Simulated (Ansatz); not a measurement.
## SrCuSi: enthalpy against pressure

SrCuSi, P-6m2, a = 4.054 Å, c = 4.619 Å. The structure is a Materials Project entry; whether it is the stable form wasn't checked. Ansatz: PBEsol, PAW, 420 eV, Γ-centred 12×12×10 mesh on 3 atoms, Gaussian smearing 0.10 eV; no spin polarisation. Cell and atoms are relaxed at each pressure, and no other structure is tried, so the rows at high pressure may lie past a change of phase. y is the enthalpy over the state at zero pressure; there V0 = 21.908 Å³/atom. The pressures are the targets, met within 0.06 GPa.

| P (GPa) | y (eV/atom) |
| --- | --- |
| -1.0 | -0.1379 |
| 0.0 | 0.0000 |
| 1.0 | 0.1357 |
| 4.0 | 0.5311 |
| 12.0 | ? |
| 25.0 | 2.8932 |
| 50.0 | 5.1598 |
| 90.0 | 8.2898 |

Task: Fit y = c1 P + c2 P² + c3 P³ to the other rows, say what c1 and c2 mean, and predict the missing value.

Result: Least squares on the rows shown. y = 0.13320 P − 0.00078113 P² + 3.6067×10⁻⁶ P³. Since dH/dP = V, c1 is V0: 0.13320 eV/GPa × 160.2 = 21.339 Å³ against 21.908; c2 = −V0/(2B0) gives B0 = 85 GPa, where a Birch–Murnaghan fit to the volumes of the same runs (not shown) gives 64 GPa: a cubic over this range folds the higher terms into c2. Above P = −c2/(3 c3) = 72 GPa the cubic's slope, the volume, would rise with pressure, so the form fails there. At P = 12.0 the fit asked for gives 1.4921 eV/atom. The run gave 1.5188 eV/atom, so the fit is 0.0267 eV/atom too low, 0.32 % of the span of the series, against an rms of 0.0053 eV/atom on the fitted rows. With a term in P⁴ added, a fit to the same known rows predicts 1.5051 eV/atom, which recovers part of the miss; the known rows don't hold the rest.

The mesh isn't the same in all rows (12×12×10, 12×12×14, 12×12×16).